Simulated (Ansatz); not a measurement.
GaAs:
```xyz
4
Lattice="3.7679 0.0000 0.0000 -1.8840 3.2631 0.0000 0.0000 0.0000 6.4414" Properties=species:S:1:pos:R:3 pbc="T T T"
Ga     0.0000     0.0000     0.0000
Ga     0.0000     0.0000     3.2207
As     0.0000     2.1754     1.6104
As     1.8840     1.0877     4.8311
```

Relaxed with PBE. Special points in fractions of this cell's reciprocal vectors: Γ (0.000, 0.000, 0.000); M (0.500, 0.000, 0.000); K (0.333, 0.333, 0.000); A (0.000, 0.000, 0.500); L (0.500, 0.000, 0.500); H (0.333, 0.333, 0.500).

Problem. List the band energies nearest the Fermi level at these points for PBE in the plane-wave PAW code Ansatz.

Solution. In eV from the Fermi level; about four levels below and three above (degenerate sets whole), none deeper than 8.9 eV; points with the same levels are listed once.

| k | below | above |
|---|---|---|
| Γ | -7.62 -0.58 -0.24 | 0.01 0.01 0.48 0.48 |
| M | -4.82 -4.51 -3.93 -2.26 | 0.27 1.22 1.61 |
| K | -3.21 -3.21 -2.82 -2.82 | 5.08 6.12 6.12 |
| A | -4.84 -4.84 | 0.29 0.29 0.29 0.29 |
| L | -1.38 -1.38 -0.45 -0.45 | 3.61 3.61 6.18 6.18 |
| H | -4.49 -4.49 -0.24 -0.24 | 0.63 0.63 2.38 2.38 |

Space group P6_3/mmc (NiAs type). A made-up cell: these elements were put on the sites of a structure type; neither database checked (COD, Materials Project) lists it. It is not the phase usual at ambient conditions (space group No. 216). The cell keeps a stress of up to 0.2 GPa. The cell was relaxed with PBE under the symmetry of its start; its stability against distortions is not shown here. Spin–orbit coupling is left out wherever it is not named.

Potentials: the later of the program's two PAW sets.
